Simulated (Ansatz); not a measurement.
SiNi: constraining the magnetisation

SiNi is taken as an experimental structure (space group Pnma), 8 atoms in the cell. Source: COD entry 2300558; the sample's temperature and pressure aren't taken into account, and it need not be the stable phase.

```
Ni Si
1.0
     5.17310    0.00000    0.00000
     0.00000    3.33810    0.00000
     0.00000    0.00000    5.60490
Ni Si
4 4
Direct
  0.00779 0.25000 0.18752
  0.49221 0.75000 0.68752
  0.50779 0.25000 0.31248
  0.99221 0.75000 0.81248
  0.32128 0.75000 0.08250
  0.17872 0.25000 0.58250
  0.82128 0.75000 0.41750
  0.67872 0.25000 0.91750
```

Atoms are numbered from 1 in the order listed.

Computed with Ansatz development build ahead of 0.2.0, DFT, PBE, PAW, plane waves, scalar-relativistic.

```json
{
 "Plane-wave cutoff": "420 eV",
 "k-point mesh": "5×7×4 (Γ-centred)",
 "Occupations": "Fermi–Dirac smearing, 0.1 eV",
 "Valence electrons": "88"
}
```

The total moment includes the space between the atomic spheres.

For a metal this mesh leaves errors of several meV/atom.

Each run fixes N↑ − N↓ and starts with that moment spread in parallel over the Ni atoms; no search for lower states follows. F is the free energy per cell, and F(lowest) that of the lowest run, the runs with a free moment included. A row is the solution that its start led to, not a proven minimum at that M. The run at M = 0 starts without moments and gives the spin-unpolarised solution; a state with cancelling moments wasn't tried, and may lie lower. The program warns that the SCF threshold is loose for stress, so pressures can be off by 0.1 GPa or more.

The run at M = 2.40 μB took 16 s on 2 threads of Intel(R) Xeon(R) Platinum 8488C, with other jobs on the host, peak memory 0.61 GiB.

```csv
fixed M (μB/cell),F − F(lowest) (meV/cell),moments of Ni1 Ni2 Ni3 Ni4 (μB),pressure (GPa)
0.00,0,0.00 0.00 0.00 0.00,1.8
0.60,84,0.10 0.10 0.10 0.10,2.0
1.20,288,0.20 0.20 0.20 0.20,2.6
1.80,583,0.30 0.30 0.30 0.30,3.4
2.40,971,0.40 0.40 0.40 0.40,4.4
3.00,1470,0.48 0.48 0.48 0.48,5.7
3.60,2081,0.56 0.56 0.56 0.56,7.3
4.20,2780,0.65 0.65 0.65 0.65,9.1
4.80,3543,0.73 0.73 0.73 0.73,11.1
```

The lowest fixed-moment run is the one at M = 0.00 μB (0 meV). With the constraint released: “parallel moments, free total moment [Ni1 2.00, Ni2 2.00, Ni3 2.00, Ni4 2.00 μB]” ends at 0.00 μB, 0 meV; “parallel moments scaled by 0.1, free total moment [Ni1 0.20, Ni2 0.20, Ni3 0.20, Ni4 0.20 μB]” ends at 0.00 μB, 0 meV.
